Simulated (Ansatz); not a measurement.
Property card for HfO₂

HfO2:
```xyz
3
Lattice="0.0000 2.5292 2.5292 2.5292 0.0000 2.5292 2.5292 2.5292 0.0000" Properties=species:S:1:pos:R:3 pbc="T T T"
Hf     0.0000     0.0000     0.0000
O      1.2646     1.2646     1.2646
O      3.7938     3.7938     3.7938
```

Space group Fm-3m (No. 225), fluorite; conventional cell a = 5.058 Å, b = 5.058 Å, c = 5.058 Å, α = 90.00°, β = 90.00°, γ = 90.00°.

Method: plane-wave PAW r²SCAN (Ansatz code). Geometry: relaxed at this level of theory. Other levels are named where they apply.

**Cell and energy**

```json
{
 "volume_per_atom": "10.79 Å³",
 "density": "10.80 g/cm³",
 "Formation energy from the elements (no fitted shifts)": "-3.69 eV/atom"
}
```

**Electronic structure**

```json
{
  "band_gap": "4.30 eV (direct)",
  "valence_band_maximum": "at X",
  "conduction_band_minimum": "at X (3 equivalent valleys)",
  "electron_effective_mass": "0.76, 0.76, 1.2 mₑ (principal values)",
  "Electron effective mass with spin–orbit coupling": "0.77, 0.77, 1.2 mₑ (principal values)",
  "hole_effective_mass": "0.28, 2.9, 2.9 mₑ (principal values)",
  "Hole effective mass with spin–orbit coupling": "0.28, 2.9, 2.9 mₑ (principal values)",
  "HSE06 gap on the r²SCAN cell": "5.41 eV",
  "Gap with spin–orbit coupling": "4.31 eV"
}
```

**Mechanics**

```json
{
 "Bulk modulus (Birch–Murnaghan fit)": "271 GPa",
 "Pressure derivative B′": "4.2"
}
```

**Charges**

```json
{
  "bader_charges": "Hf +2.77, O -1.39 e"
}
```

This is a known high-temperature phase of the composition, computed here at zero pressure and temperature. The cell was relaxed with r²SCAN under the symmetry of its start; whether a distortion lowers the energy is not shown. No spin polarisation was allowed. The references are the lowest solids computed at this level, not always the standard phases (solids in place of the gases). Scalar-relativistic: spin–orbit coupling is off unless named, which matters more the heavier the elements.

Potentials: the later of the program's two PAW sets.
